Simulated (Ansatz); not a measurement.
WC:
```
WC
1.0
    0.00000     2.16124     2.16124
    2.16124     0.00000     2.16124
    2.16124     2.16124     0.00000
W C
1 1
Direct
  0.00000   0.00000   0.00000
  0.50000   0.50000   0.50000
```

Relaxed with LDA. Special points in fractions of this cell's reciprocal vectors: Γ (0.000, 0.000, 0.000); X (0.500, 0.000, 0.500); U (0.625, 0.250, 0.625); K (0.375, 0.375, 0.750); L (0.500, 0.500, 0.500); W (0.500, 0.250, 0.750).

Question: List the band energies nearest the Fermi level at these points for plane-wave PAW LDA (Ansatz code).

Answer: In eV from the Fermi level; about four levels below and three above (degenerate sets whole), none deeper than 8.9 eV; … stands for higher levels left out; points with the same levels are listed once.

| k | below | above |
|---|---|---|
| Γ | -2.98 -2.98 -2.98 -1.15 -1.15 -1.15 | … |
| X | -6.14 -5.65 -2.56 -2.56 | 0.86 2.37 2.37 |
| U | -7.24 -6.06 -5.09 -1.81 | 1.47 2.62 5.08 |
| L | -6.93 -6.93 | 1.05 1.05 2.42 |
| W | -6.59 -6.27 -6.27 | 0.46 0.46 2.38 |

Space group Fm-3m (rock salt). The first step of the workflow began from a Materials Project structure, measured or hypothetical; the Crystallography Open Database copy checked does not list it. It is not the phase usual at ambient conditions (space group No. 187). The LDA relaxation kept the symmetry of its start; of distortions, only those at the zone centre were tested. The run is not spin-polarised. Its formation energy is positive at this level, so the cell may be metastable or incomplete. Scalar-relativistic: spin–orbit coupling is off unless named, which matters more the heavier the elements.

Potentials: the later of the program's two PAW sets.
